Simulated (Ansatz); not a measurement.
Two states of ZnCu2SnS4

```yaml
crystal:
  lattice:
    - [0.00000, 5.43197, 0.00000]
    - [5.43197, 0.00000, 0.00000]
    - [2.71599, 2.71599, -5.42257]
  atoms:
    - { symbol: Cu, position: [0.00000, 0.00000, 0.00000] }
    - { symbol: Cu, position: [0.75000, 0.25000, 0.50000] }
    - { symbol: Zn, position: [0.25000, 0.75000, 0.50000] }
    - { symbol: Sn, position: [0.50000, 0.50000, 0.00000] }
    - { symbol: S, position: [0.37161, 0.88441, 0.74358] }
    - { symbol: S, position: [0.11559, 0.11519, 0.25642] }
    - { symbol: S, position: [0.88481, 0.37201, 0.74358] }
    - { symbol: S, position: [0.62799, 0.62839, 0.25642] }
```

Single point in Ansatz 0.2.0 with r2SCAN, with U_eff = 3.05 eV on Cu d, V = 1.03 eV between Cu d and S p within 2.798 Å (all-electron-ortho-atomic projectors). Cutoff 500 eV, PAW datasets, 4×4×4 Γ-centred k mesh, cold filling (width 0.0455 eV). The cell carries a charge of +2 e on a uniform background.

State A: Cu1 up, Cu2 up (collinear spin). State B: no moments (collinear spin).

**Question.** Compare the two self-consistent states.

**Answer.** State A is lower by 8.7 meV an atom at zero smearing. So small a gap isn't resolved on this mesh where a state is a metal.

```csv
state,free energy (meV/atom),largest moment in a small sphere (μB),net moment (μB/cell),gap on mesh (eV),pressure (GPa),largest force (eV/Å)
A,0.0,0.35,1.67,metal,n/a,0.74
B,8.7,0.00,0.00,metal,n/a,0.87
```

Origin: a database entry at a rescaled volume. Caveats: the k mesh is coarse if the cell is a metal; charged cell with a uniform background; the input typed no starting moments.
